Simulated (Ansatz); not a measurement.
## Rb2Te6Ir in Ansatz, settings compared

Input:

```yaml
crystal:
  lattice:
    - [3.662201, 6.343118, 0.0]
    - [-3.662201, 6.343118, 0.0]
    - [0.0, 0.0, 5.87971]
  atoms:
    - { symbol: Ir, position: [0.0, 0.0, 0.5] }
    - { symbol: Rb, position: [0.6667, 0.6666, 0.20338] }
    - { symbol: Rb, position: [0.3333, 0.3334, 0.79662] }
    - { symbol: Te, position: [0.15652, 0.15648, 0.2798] }
    - { symbol: Te, position: [0.687, 0.15652, 0.2798] }
    - { symbol: Te, position: [0.15648, 0.687, 0.2798] }
    - { symbol: Te, position: [0.313, 0.84352, 0.7202] }
    - { symbol: Te, position: [0.84352, 0.84348, 0.7202] }
    - { symbol: Te, position: [0.84348, 0.313, 0.7202] }
  symmetry: { tolerance: 0.0003 }
kpoints:
  mp_grid: { grid: [3, 3, 3], shift: [0, 0, 0] }
magnetization:
  spin_polarized: false
scf:
  occupations: { method: gaussian, width: 0.0186 }
hamiltonian:
  pseudopotentials: { kind: paw }
  xc: pbe
basis:
  ecutwfc: 420
output:
  forces: true
  stress: true
  eigenvalues: true
```

Run with:

```bash
ansatz run input.yaml --threads 1 --pin off --max-ram 2560MiB --backend cpu --events-out ev --progress --plain --runs-dir out
```

Origin of the cell: a known structure type with other elements, at an estimated volume, so it need not be a known compound.

Output of this run (shortened):

```
Warning: the atoms were moved onto the symmetric positions of the space group found under crystal.symmetry.tolerance 3.0e-4 (fractional; no operation is sought that the atoms, as they stand i […]
Pseudopotentials: kind: paw
Pseudopotential: Ir, paw, valence charge 17, recommended cutoff 420 eV (normal), Ir.paw.azcp
Pseudopotential: Rb, paw, valence charge 9, recommended cutoff 420 eV (normal), Rb.paw.azcp
Pseudopotential: Te, paw, valence charge 16, recommended cutoff 420 eV (normal), Te.paw.azcp
Functional definition: PBE
  exchange = pbe_x(kappa = kappa, mu = beta*pi^2/3)
  correlation = pbe_c(beta = beta)
Crystal: 9 atoms, lattice volume = 273.169 Å³
Basis set: ecut = 420 eV, 5335 PW (Γ), exchange–correlation on 100×100×80 points (8 copies of the dense FFT grid, shifted against one another)
Bands: 79, of which v1, the nominal top of the filled ones, is band 66 counted from 1 (65 counted from 0)
Symmetry: 12 space group operations
[… 8 lines left out …]
Initial density: superposition of atomic densities (neutral atoms: chi_scale 0, normalization atom), corrected by the library's trained network
Functional: x = pbe(κ = 0.804, μ = 0.219515), c = pbe(β = 0.066725)
SCF iter   1: F=—  HF=-60347.224113 eV  Δρ=4.08e-3  dr2=3.39e-2  defer=4
SCF iter   2: F=—  HF=-60347.220231 eV  Δρ=2.20e-3  dr2=1.32e-2  defer=59
SCF iter   3: F=—  HF=-60347.217521 eV  Δρ=4.20e-4  dr2=1.96e-3  defer=59
SCF iter   4: F=—  HF=-60347.217278 eV  Δρ=1.98e-4  dr2=5.65e-4  defer=59
SCF iter   5: F=—  HF=-60347.217205 eV  Δρ=7.17e-5  dr2=3.52e-5  defer=59
SCF iter   6: F=—  HF=-60347.217060 eV  Δρ=3.61e-5  dr2=8.20e-6  defer=59
SCF iter   7: F=—  HF=-60347.217059 eV  Δρ=1.22e-5  dr2=7.08e-7  defer=59
SCF iter   8: F=-60347.217059 eV  HF=-60347.217059 eV  Δρ=3.51e-6  dr2=6.39e-8
SCF 1 converged in 8 iterations: F = -60347.217059 eV  dr2 = 6.39e-8
SCF converged after 8 iterations
Free energy (F): -60347.217059 eV
Harris-Foulkes:  -60347.217059 eV  (|F-HF|=1.04e-9)
Internal energy: -60347.212440 eV  (E = F + TS)
E sigma→0 (E₀):  -60347.214749 eV
Entropy (-TS):   -0.004619 eV (-0.513 meV/atom)
Fermi energy:    9.599012 eV
--- Per-component energies (eV) ---
  E_band       = -1931.868186
  E_kinetic    = 2124.057673
  E_local      = -13279.965098  (includes V_loc(G=0)·N_el)
  E_nonlocal   = -1437.945449
  E_hartree    = 7232.443539
  E_xc         = -1285.628086
  E_vxc        = -1213.099491  (∫ρ·V_xc dr)
  E_paw        = -42436.967884  (= ΣΔE_a)
  E_vpaw       = -2589.788291  (= ΣTr[D̂ρ^β])
  E_aug_tail   = -0.001044  (compensation charges beyond the density's cutoff)
  E_ewald      = -11263.206092
  E_smearing   = -0.004619  (= −TS)
  Σ components = -60347.217059   (vs F -60347.217059, Δ=0.00e0)
--- Forces (eV/Å), atoms counted from 1 ---
  atom   1  Ir    -0.000000    -0.000000     0.000000
  atom   2  Rb     0.000000     0.000000     0.073366
  atom   3  Rb     0.000000    -0.000000    -0.073366
  atom   4  Te     0.000000     4.405503    -3.360506
  atom   5  Te    -3.815277    -2.202751    -3.360506
  atom   6  Te     3.815277    -2.202751    -3.360506
  atom   7  Te     3.815277     2.202751     3.360506
  atom   8  Te     0.000000    -4.405503     3.360506
  atom   9  Te    -3.815277     2.202751     3.360506
  max |Σ_I F_I| component: 8.88e-16 eV/Å
--- Stress (GPa, compression-positive) ---
       18.318336       0.000000       0.000000
        0.000000      18.318336       0.000000
        0.000000       0.000000      13.593088
  P = ⅓ Tr σ = 16.7433 GPa (167.433 kbar)
```

The same input was run again with these changes:

1. `scf.mixing.preconditioner` default → local_kerker
2. `basis.xc_grid` default → 4; `hamiltonian.xc` pbe → lda
3. `scf.mixing.preconditioner` default → none
4. `scf.mixing.preconditioner` default → none; `basis.xc_grid` default → 1

```csv
run,end,SCF iterations,P (GPa),max force component (eV/Å),moment (μB),ΔE(σ→0) (meV/atom)
base,converged,8,16.74,4.406,–,0
1,converged,7,16.74,4.406,–,0.00
2,converged,9,12.13,3.924,–,–
3,converged,8,16.74,4.406,–,0.00
4,converged,8,16.74,4.406,–,0.00
```

Energies are compared only where functional, datasets, charge and starting cell are the same.

Caveats of the base run: no moments, though an odd count or open d shells may carry them; no spin-orbit coupling, though heavy elements are present; the k mesh is coarse if the cell is a metal.

The base run ran for 9.2 s on 1 thread of Intel(R) Xeon(R) Platinum 8488C (Sapphire Rapids), with other jobs on the host, peak memory 0.63 GiB, from the program's own first density.
